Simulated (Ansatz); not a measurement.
input.yaml

```yaml
crystal:
  lattice:
    - [-1.8696141183, 1.8696141183, 6.1390053957]
    - [1.8696141183, -1.8696141183, 6.1390053957]
    - [1.8696141183, 1.8696141183, -6.1390053957]
  atoms:
    - { symbol: K, position: [0.0, 0.0, 0.0] }
    - { symbol: Ni, position: [0.75, 0.25, 0.5] }
    - { symbol: Ni, position: [0.25, 0.75, 0.5] }
    - { symbol: S, position: [0.3481623077, 0.3481623077, 0.0] }
    - { symbol: S, position: [0.6518376923, 0.6518376923, 0.0] }
basis:
  ecutwfc: 420
kpoints:
  mp_grid: { grid: [14, 14, 14] }
  band_path:
    path:
      - [[0.0, 0.0, 0.0], [0.0, 0.0, 0.5], [0.25, 0.25, 0.25], [0.0, 0.5, 0.0], [0.0, 0.0, 0.0], [0.5, 0.5, -0.5], [0.27318718, 0.72681282, -0.27318718]]
      - [[-0.27318718, 0.27318718, 0.27318718], [0.0, 0.0, 0.0]]
      - [[0.0, 0.0, 0.5], [-0.04637436, 0.04637436, 0.5]]
      - [[0.5, 0.5, -0.04637436], [0.5, 0.5, -0.5]]
    npoints: 14
hamiltonian:
  xc: pbesol
scf:
  occupations: { method: gaussian, width: 0.1 }
  n_extra_bands: 12
output:
  forces: true
  stress: true
  eigenvalues: true
  populations: true
  dos: { projected: true, de: 0.02, nscf_kmesh: { grid: [21, 21, 21] } }
  bader: true
  write_density: true
  write_potential: true
  elf: true
  volumetric_format: npy
```

Command:
```bash
ansatz run input.yaml --threads 2 --pin off --max-ram 5120MiB --backend cpu --events-out ev --progress --plain --runs-dir out
```

The calculation used Ansatz, DFT PBEsol, scalar-relativistic, plane waves, PAW.

Part of what the program printed, abridged:

```
scf.n_extra_bands = 12 over 29 filled bands (N_el = 57.0): the run solves 41 bands
Pseudopotentials: kind: paw
Pseudopotential: K, paw, valence charge 9, recommended cutoff 420 eV (normal)
Pseudopotential: Ni, paw, valence charge 18, recommended cutoff 420 eV (normal)
Pseudopotential: S, paw, valence charge 6, recommended cutoff 420 eV (normal)
Functional definition: PBEsol
Crystal: 5 atoms, lattice volume = 85.835 Å³
Basis set: ecut = 420 eV, 1649 PW (Γ), FFT grids on a1−a2, a2, a1+a3, exchange–correlation on 72×90×50 points (8 copies of the dense FFT grid, shifted against one another)
Bands: 41, of which v1, the nominal top of the filled ones, is band 29 counted from 1 (28 counted from 0)
Symmetry: 16 space group operations
Space group: I4/mmm (ITA 139), of the structure as read, at distance tolerance 4.4e-5 Å
k-points: 244 of 2744
Initial density: superposition of atomic densities (neutral atoms: chi_scale 0, normalization atom), corrected by the library's trained network
Initial wavefunctions: pseudopotential atomic-orbital guess
Functional: x = pbesol(κ = 0.804, μ = 0.12345679), c = pbesol(β = 0.046)
SCF iter   1: F=—  HF=-14899.101618 eV  |F-HF|=—  |Δ(HF+E_count)|=         —  Δρ=9.17e-3  dr2=4.84e-2  ethr=1.77e-3  ⟨swp⟩=5.8  Hψ=42508  notcnv=0  defer=601
SCF iter   2: F=—  HF=-14899.100488 eV  |F-HF|=—  |Δ(HF+E_count)|=   1.13e-3  Δρ=9.84e-3  dr2=4.24e-2  ethr=8.49e-5  ⟨swp⟩=2.0  Hψ=20767  notcnv=0  defer=1193
SCF iter   3: F=—  HF=-14899.089568 eV  |F-HF|=—  |Δ(HF+E_count)|=   1.09e-2  Δρ=4.06e-3  dr2=8.52e-3  ethr=7.43e-5  ⟨swp⟩=2.0  Hψ=17116  notcnv=0  defer=1193
SCF iter   4: F=—  HF=-14899.088288 eV  |F-HF|=—  |Δ(HF+E_count)|=   1.28e-3  Δρ=1.84e-3  dr2=1.96e-3  ethr=1.49e-5  ⟨swp⟩=2.1  Hψ=12292  notcnv=0  defer=1193
SCF iter   5: F=—  HF=-14899.088017 eV  |F-HF|=—  |Δ(HF+E_count)|=   2.71e-4  Δρ=7.40e-4  dr2=3.24e-4  ethr=3.43e-6  ⟨swp⟩=2.0  Hψ=11373  notcnv=0  defer=1193
SCF iter   6: F=—  HF=-14899.087972 eV  |F-HF|=—  |Δ(HF+E_count)|=   4.49e-5  Δρ=2.09e-4  dr2=3.10e-5  ethr=5.68e-7  ⟨swp⟩=2.5  Hψ=11688  notcnv=0  defer=1193
SCF iter   7: F=—  HF=-14899.087966 eV  |F-HF|=—  |Δ(HF+E_count)|=   6.08e-6  Δρ=8.38e-5  dr2=4.63e-6  ethr=5.44e-8  ⟨swp⟩=1.0  Hψ=8881  notcnv=0  defer=1186
SCF iter   8: F=—  HF=-14899.087966 eV  |F-HF|=—  |Δ(HF+E_count)|=   4.78e-7  Δρ=1.97e-5  dr2=2.64e-7  ethr=8.12e-9  ⟨swp⟩=1.5  Hψ=9252  notcnv=0  defer=1186
SCF iter   9: F=-14899.087966 eV  HF=-14899.087966 eV  |F-HF|=1.50e-9  |Δ(HF+E_count)|=   3.76e-9  Δρ=2.65e-6  dr2=5.14e-9  ethr=1.75e-10  ⟨swp⟩=13.0  Hψ=68212  notcnv=0
SCF 1 converged in 9 iterations: F = -14899.087966 eV  dr2 = 5.14e-9
SCF converged after 9 iterations
Free energy (F): -14899.087966 eV
Harris-Foulkes:  -14899.087966 eV  (|F-HF|=1.50e-9)
Internal energy: -14899.059744 eV  (E = F + TS)
E sigma→0 (E₀):  -14899.073855 eV
Entropy (-TS):   -0.028222 eV (-5.644 meV/atom)
Fermi energy:    10.059021 eV
--- Per-component energies (eV) ---
  E_band       = -890.989141
  E_kinetic    = 1039.847615
  E_local      = -12257.884411  (includes V_loc(G=0)·N_el)
  E_nonlocal   = 1353.019783
  E_hartree    = 5316.136138
  E_xc         = -496.232209
  E_vxc        = -559.300760  (∫ρ·V_xc dr)
  E_paw        = -5127.128951  (= ΣΔE_a)
  E_vpaw       = -1098.951380  (= ΣTr[D̂ρ^β])
  E_aug_tail   = 0.000959  (compensation charges beyond the density's cutoff)
  E_ewald      = -4727.445030
  E_core_change = 0.626361  (= ΣΔE_core)
  E_smearing   = -0.028222  (= −TS)
--- Forces (eV/Å), atoms counted from 1 ---
  atom   1  K      0.00000000     0.00000000     0.00000000
  atom   2  Ni     0.00000000     0.00000000     0.00000000
  atom   3  Ni     0.00000000     0.00000000     0.00000000
  atom   4  S      0.00000000     0.00000000    -0.00050480
  atom   5  S      0.00000000     0.00000000     0.00050480
--- Stress (GPa, compression-positive) ---
        0.007811       0.000000       0.000000
        0.000000       0.007811       0.000000
        0.000000       0.000000      -0.002313
  P = ⅓ Tr σ = 0.0044 GPa (0.044 kbar)
--- Band table (eV; the first three rows and the last of 244) ---
  k-point 0: bands = ["-92.9914", "-92.9811", "-53.5879", "-53.5758", "-53.5711", "-53.5711", "-53.5135", "-53.5135", "-20.2412", "-4.8875", "-4.3287", "-3.7145", "-3.7145", "-3.0699", "3.7846", "4.9625", "5.1408", "5.1408", "5.5807", "5.5807", "6.7247", "8.2381", "8.3813", "8.7317", "8.9539", "8.9539", "9.4533", "10.8912", "10.9304", "10.9304", "12.1611", "13.2925", "13.8802", "14.3535", "15.4291", "16.7652", "16.7652", "18.2024", "18.2700", "19.0540", "19.0540"]
  k-point 1: bands = ["-92.9911", "-92.9813", "-53.5876", "-53.5761", "-53.5714", "-53.5680", "-53.5167", "-53.5132", "-20.2385", "-4.8530", "-4.2968", "-3.7298", "-3.7068", "-3.0993", "3.8496", "4.9850", "5.0316", "5.1568", "5.4298", "5.5958", "6.7728", "8.2172", "8.3735", "8.6732", "8.8287", "8.8348", "9.5122", "10.7173", "10.7453", "10.8537", "12.5585", "13.5914", "14.1100", "14.6327", "15.4806", "16.6836", "16.9598", "17.9455", "18.2677", "18.3110", "18.6976"]
  k-point 2: bands = ["-92.9904", "-92.9820", "-53.5868", "-53.5769", "-53.5724", "-53.5593", "-53.5257", "-53.5124", "-20.2307", "-4.7561", "-4.2064", "-3.7723", "-3.6799", "-3.1797", "3.9734", "4.8202", "5.0325", "5.0480", "5.2009", "5.6425", "6.8944", "8.1674", "8.3301", "8.5267", "8.5319", "8.6079", "9.5839", "10.3517", "10.4147", "10.7054", "13.3170", "14.2921", "14.7601", "15.3575", "15.5869", "16.4937", "16.8122", "16.9602", "17.8528", "18.0954", "18.3180"]
  k-point 243: bands = ["-92.9914", "-92.9811", "-53.5879", "-53.5758", "-53.5711", "-53.5711", "-53.5135", "-53.5135", "-20.2411", "-5.1106", "-3.7144", "-3.7144", "-3.7131", "-3.4938", "4.3238", "4.5180", "5.1144", "5.1144", "5.6013", "5.6013", "6.7255", "8.1965", "8.7330", "8.8129", "8.9825", "8.9825", "9.4532", "9.4846", "10.9691", "10.9691", "13.0572", "13.2215", "13.8834", "15.3495", "15.4267", "16.6373", "16.7068", "16.7068", "17.5445", "17.5445", "18.1462"]
--- Löwdin populations: 5 sites ---
  site symbol q [e]
     0      K      8.2898
     1     Ni     17.4669
     2     Ni     17.4669
     3      S      6.5282
     4      S      6.5282
  spilling = 0.012632 (of n_electrons = 57.000000)
--- Bader charges: 5 sites ---
  site symbol charge [e]  shift [e]
     0      K      0.7727     0.0000
     1     Ni      0.3854     0.0014
     2     Ni      0.3854     0.0014
     3      S     -0.7718     0.0014
     4      S     -0.7717     0.0014
  estimated error of the sums over rays = 4.1e-4 e
```

Self-consistency was reached.

The run took 120 s on 2 threads of AMD EPYC 7R43 64-Core Processor (Zen 3) (shared host), peak memory 1.6 GiB.

Spin polarisation was left out, and a magnetic state may lie lower.